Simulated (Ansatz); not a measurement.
AlRu:
```xyz
4
Lattice="1.4932 -4.5814 0.0000 1.4932 4.5814 0.0000 0.0000 0.0000 4.1215" Properties=species:S:1:pos:R:3 pbc="T T T"
Al     1.4932    -0.8508     1.0304
Ru     1.4932    -3.3339     1.0304
Al     1.4932     0.8508     3.0911
Ru     1.4932     3.3339     3.0911
```

Relaxed with PBE. Special points in fractions of this cell's reciprocal vectors: Γ (0.000, 0.000, 0.000); Y (-0.500, 0.500, 0.000); C0 (-0.277, 0.723, 0.000); Σ0 (0.277, 0.277, 0.000); Z (0.000, 0.000, 0.500); A0 (0.277, 0.277, 0.500); E0 (-0.277, 0.723, 0.500); T (-0.500, 0.500, 0.500); S (0.000, 0.500, 0.000); R (0.000, 0.500, 0.500).

Task: List the band energies nearest the Fermi level at these points for the program Ansatz at the PBE level (PAW).

Result: In eV from the Fermi level; about four levels below and three above (degenerate sets whole), none deeper than 8.9 eV; points with the same levels are listed once.

| k | below | above |
|---|---|---|
| Γ | -0.72 -0.72 -0.57 -0.57 -0.48 | 0.27 3.02 5.62 |
| Y | -1.82 -1.15 -1.11 -0.13 | 0.10 3.28 3.39 |
| C0 | -1.74 -1.29 -1.24 -0.07 | 1.06 2.13 5.02 |
| Z | -1.50 -1.50 -1.50 -1.50 | 0.16 0.16 2.55 2.55 |
| A0 | -1.81 -1.81 -1.11 -1.11 | 0.48 0.48 2.07 2.07 |
| T | -0.92 -0.92 -0.54 -0.54 | 1.01 1.01 7.69 7.69 |
| S | -2.00 -1.65 -0.12 -0.02 | 1.20 2.07 4.42 |
| R | -1.96 -1.96 -1.08 -1.08 | 0.69 0.69 2.52 2.52 |

Space group Cmcm. The start of the workflow was typed in or built on a structure type; neither database checked (COD, Materials Project) lists it. COD files the formula under space group No. 221, so this cell is another polymorph or a model. Whether it is the stable phase at ambient conditions was not checked. Symmetry was held in the PBE relaxation; whether a distortion lowers the energy is not shown. The run is not spin-polarised. Scalar-relativistic: spin–orbit coupling is off unless named, which matters more the heavier the elements.

Potentials: the later of the program's two PAW sets.
